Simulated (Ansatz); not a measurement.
LaOs2:
Space group Fd-3m, origin choice 1 (No. 227); a = 7.7246 Å, b = 7.7246 Å, c = 7.7246 Å, α = 90.00°, β = 90.00°, γ = 90.00°

```csv
atom,site,symmetry,x,y,z
La,8a,-43m,0.0000,0.0000,0.0000
Os,16d,.-3m,0.6250,0.6250,0.6250
```
(The calculation used a cell of 6 atoms; values per cell refer to that cell.)

Relaxed with r²SCAN.

**Question.** Tabulate the valence density and the electron localisation function along the shortest La–La contact (3.34 Å), r²SCAN in the plane-wave PAW code Ansatz.

**Answer.** 

```
distance from La (Å)  density (e/Å³)   ELF
--------------------  --------------  ----
0.33                            1.49  0.20
0.50                            1.69  0.63
0.67                            1.69  0.83
0.84                            1.32  0.87
1.00                            0.82  0.81
1.17                            0.43  0.58
1.34                            0.22  0.22
1.51                            0.13  0.06
1.67                            0.11  0.03
1.84                            0.13  0.06
2.01                            0.22  0.22
2.17                            0.43  0.58
2.34                            0.82  0.81
2.51                            1.32  0.87
2.68                            1.69  0.83
2.84                            1.69  0.63
3.01                            1.49  0.20
```

The density is the valence pseudo-density with augmentation charge, so density and ELF within about 1 Å of a nucleus are not all-electron values.

The workflow started from an entry of the Crystallography Open Database (COD). Its standing as an ambient phase is unchecked. The r²SCAN relaxation kept the symmetry of its start; its stability against distortions is not shown here. The run is not spin-polarised. Spin–orbit coupling is left out wherever it is not named.

Potentials: the later of the program's two PAW sets.
